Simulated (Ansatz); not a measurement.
# Relaxing Zr$_{3}$Cd$_{2}$

These are results of DFT PBEsol, scalar-relativistic, plane waves, PAW in Ansatz 0.2.0, not measurements. Settings: 420 eV cutoff, 8×8×8 k-mesh, Gaussian smearing of 0.10 eV, no spin polarisation.

What was changed: uniaxial strain along c, with a, b and atoms relaxed: +3.0 %.

Command:

```bash
ansatz run input.yaml --threads 1 --pin off --max-ram 2560MiB --backend cpu --events-out ev --progress --plain --runs-dir out
```

Input:

```yaml
crystal:
  lattice:
    - [5.4604746104, 0.0, 0.0]
    - [0.0, 5.4604746104, 0.0]
    - [0.0, 0.0, 5.2434628506]
  atoms:
    - { symbol: Zr, position: [0.0, 0.5, 0.0] }
    - { symbol: Zr, position: [0.5, 0.0, 0.0] }
    - { symbol: Zr, position: [0.0, 0.0, 0.0] }
    - { symbol: Cd, position: [0.5, 0.5, 0.5] }
    - { symbol: Cd, position: [0.5, 0.5, 0.0] }
basis:
  ecutwfc: 420
kpoints:
  mp_grid: { grid: [8, 8, 8] }
hamiltonian:
  xc: pbesol
scf:
  occupations: { method: gaussian, width: 0.1 }
output:
  forces: true
  stress: true
  eigenvalues: true
relax:
  adjacent_minimum: "off"
  f_tol: 0.008
  max_steps: 40
  cell: { stress_tol: 0.015, fix: [c, angles] }
```

F is the free energy. Steps run on the plane waves of an earlier cell, but the last one, and at times one on the way, on a freshly chosen basis, so a repeated geometry can differ a little in energy. The held parts of the cell keep their stress, so P needn't end at zero.

Steps:

```csv
step,F − F(1) (eV),largest force component (eV/Å),V (Å³/atom),P (GPa)
1,0.0000,0.000,31.269,-0.04
2,-0.0011,0.000,32.120,-1.49
3,-0.0077,0.000,31.723,-0.84
4,-0.0077,0.000,31.712,-0.82
5,-0.0080,0.000,31.712,-0.82
```

Relaxed structure:

```xyz
5
Lattice="5.4990 0.0000 0.0000 0.0000 5.4990 0.0000 0.0000 0.0000 5.2435" Properties=species:S:1:pos:R:3 pbc="T T T"
Zr    0.0000    2.7495    0.0000
Zr    2.7495    0.0000    0.0000
Zr    0.0000    0.0000    0.0000
Cd    2.7495    2.7495    2.6217
Cd    2.7495    2.7495    0.0000
```

It takes space group P4/mmm (No. 123, tetragonal). The conventional cell has a = 5.499 Å, b = 5.499 Å, c = 5.243 Å, α = 90.00°, β = 90.00°, γ = 90.00°. Zr (site symmetry mmm) has 2 Zr at 2.75 Å and 2 Cd at 2.75 Å as nearest neighbours. Around Zr (site symmetry 4/mmm) lie 4 Zr at 2.75 Å. Around Cd (site symmetry 4/mmm) lie 2 Cd at 2.62 Å. Cd (site symmetry 4/mmm) is surrounded by 2 Cd at 2.62 Å and 4 Zr at 2.75 Å.

The run converged. It took 2.8 min on 1 thread of Arm Neoverse V1 (shared host), peak memory 0.66 GiB.